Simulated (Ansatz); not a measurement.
## Which element?

Cell vectors (Å):

```
 3.0677  0.0000  0.0000
-1.5338  2.6567  0.0000
 0.0000  0.0000  3.4880
```

```tsv
atom	a	b	c
Mg	0.0000	0.0000	0.0000
X	0.3333	0.6667	0.5000
X	0.6667	0.3333	0.5000
```

The calculation used PBEsol, all-electron LAPW in Ansatz 0.2.0, scalar-relativistic. k mesh 10×10×8, Fermi-Dirac smearing of 0.100 eV.

Harmonic phonons of a crystal by Kohn-Sham DFT at the given cell, standard atomic masses, acoustic sum rule imposed; negative wavenumbers are unstable modes.

```
point  q a (r.l.u.)  q b (r.l.u.)  q c (r.l.u.)  branch  phonon wavenumber (cm⁻¹)
Gamma             0             0             0       4                     342.2
Gamma             0             0             0       6                     407.5
Gamma             0             0             0       7                     515.7
Gamma             0             0             0       9                       697
    M           0.5             0             0       1                     258.7
    M           0.5             0             0       2                     268.9
    M           0.5             0             0       3                     335.3
    M           0.5             0             0       4                     434.7
    M           0.5             0             0       5                     459.9
    M           0.5             0             0       6                     506.2
    M           0.5             0             0       7                     733.7
    M           0.5             0             0       8                     739.3
    M           0.5             0             0       9                     760.3
    A             0             0           0.5       1                     232.4
    A             0             0           0.5       3                     236.7
    A             0             0           0.5       5                     319.2
    A             0             0           0.5       6                     386.1
    A             0             0           0.5       7                     406.3
    A             0             0           0.5       9                     631.8
    L           0.5             0           0.5       1                     262.7
    L           0.5             0           0.5       2                     276.7
    L           0.5             0           0.5       3                     307.9
    L           0.5             0           0.5       4                     462.4
    L           0.5             0           0.5       5                     493.9
    L           0.5             0           0.5       6                       535
    L           0.5             0           0.5       7                     746.1
    L           0.5             0           0.5       8                     759.9
    L           0.5             0           0.5       9                     761.7
```

Task: All X atoms are one element. Which one was computed?

Result: B; the crystal is MgB$_{2}$ (P6/mmm).

Keep in mind: responses of metals move with mesh and smearing.
